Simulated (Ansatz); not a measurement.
Starting cell, SiO₂ (space group P4_32_12):

```yaml
crystal:
  lattice:
    - [4.94583, 0.00000, 0.00000]
    - [0.00000, 4.94583, 0.00000]
    - [0.00000, 0.00000, 6.87356]
  atoms:
    - { symbol: Si, position: [0.19586, 0.19586, 0.00000] }
    - { symbol: Si, position: [0.30414, 0.69586, 0.75000] }
    - { symbol: Si, position: [0.80414, 0.80414, 0.50000] }
    - { symbol: Si, position: [0.69586, 0.30414, 0.25000] }
    - { symbol: O, position: [0.61285, 0.73741, 0.68310] }
    - { symbol: O, position: [0.76259, 0.11285, 0.43310] }
    - { symbol: O, position: [0.38715, 0.26259, 0.18310] }
    - { symbol: O, position: [0.23741, 0.88715, 0.93310] }
    - { symbol: O, position: [0.11285, 0.76259, 0.56690] }
    - { symbol: O, position: [0.26259, 0.38715, 0.81690] }
    - { symbol: O, position: [0.88715, 0.23741, 0.06690] }
    - { symbol: O, position: [0.73741, 0.61285, 0.31690] }
```

A phonon eigenvector at Γ is frozen into this cell: atom i moves by Q times the vector below, so Q is the largest atomic displacement, in Å. The cell is held.

| atom | x | y | z |
|---|---|---|---|
| Si1 | -0.379 | 0.379 | -0.236 |
| Si2 | 0.379 | 0.379 | 0.236 |
| Si3 | 0.379 | -0.379 | -0.236 |
| Si4 | -0.379 | -0.379 | 0.236 |
| O5 | -0.778 | -0.188 | 0.599 |
| O6 | -0.188 | 0.778 | -0.599 |
| O7 | 0.778 | 0.188 | 0.599 |
| O8 | 0.188 | -0.778 | -0.599 |
| O9 | -0.778 | 0.188 | -0.599 |
| O10 | -0.188 | -0.778 | 0.599 |
| O11 | 0.778 | -0.188 | -0.599 |
| O12 | 0.188 | 0.778 | 0.599 |

Method: LDA (plane waves to 420 eV, PAW, scalar-relativistic; Ansatz, a first-principles code). k mesh 6×6×4 (Γ-centred), Fermi-Dirac smearing 0.05 eV. E stands for the smeared free energy. SiO2 was relaxed with its symmetry unable to fall. The zero of ΔE is the undisplaced structure.

```json
[
 {"Q (Å)": "-0.180", "−dE/dQ from forces (eV/Å)": "166.491", "ΔE (meV/cell)": "13284"},
 {"Q (Å)": "-0.150", "−dE/dQ from forces (eV/Å)": "129.067", "ΔE (meV/cell)": "[?]"},
 {"Q (Å)": "-0.120", "−dE/dQ from forces (eV/Å)": "[?]", "ΔE (meV/cell)": "[?]"},
 {"Q (Å)": "-0.090", "−dE/dQ from forces (eV/Å)": "[?]", "ΔE (meV/cell)": "3005"},
 {"Q (Å)": "-0.060", "−dE/dQ from forces (eV/Å)": "44.344", "ΔE (meV/cell)": "1310"},
 {"Q (Å)": "-0.030", "−dE/dQ from forces (eV/Å)": "21.658", "ΔE (meV/cell)": "324"},
 {"Q (Å)": "0.000", "−dE/dQ from forces (eV/Å)": "0.000", "ΔE (meV/cell)": "0"},
 {"Q (Å)": "0.030", "−dE/dQ from forces (eV/Å)": "-21.658", "ΔE (meV/cell)": "324"},
 {"Q (Å)": "0.060", "−dE/dQ from forces (eV/Å)": "-44.344", "ΔE (meV/cell)": "1310"},
 {"Q (Å)": "0.090", "−dE/dQ from forces (eV/Å)": "[?]", "ΔE (meV/cell)": "3005"},
 {"Q (Å)": "0.120", "−dE/dQ from forces (eV/Å)": "[?]", "ΔE (meV/cell)": "[?]"},
 {"Q (Å)": "0.150", "−dE/dQ from forces (eV/Å)": "-129.067", "ΔE (meV/cell)": "[?]"},
 {"Q (Å)": "0.180", "−dE/dQ from forces (eV/Å)": "-166.491", "ΔE (meV/cell)": "13284"}
]
```

Task: Complete the blanks.

Result: 
- -0.150, ΔE (meV/cell): 8866
- -0.120, −dE/dQ from forces (eV/Å): 96.976
- -0.120, ΔE (meV/cell): 5487
- -0.090, −dE/dQ from forces (eV/Å): 69.097
- 0.090, −dE/dQ from forces (eV/Å): -69.097
- 0.120, −dE/dQ from forces (eV/Å): -96.976
- 0.120, ΔE (meV/cell): 5487
- 0.150, ΔE (meV/cell): 8866

(For displaced atoms, the force is minus the slope of the energy, and its curvature is a force constant, which sets phonon frequencies.)
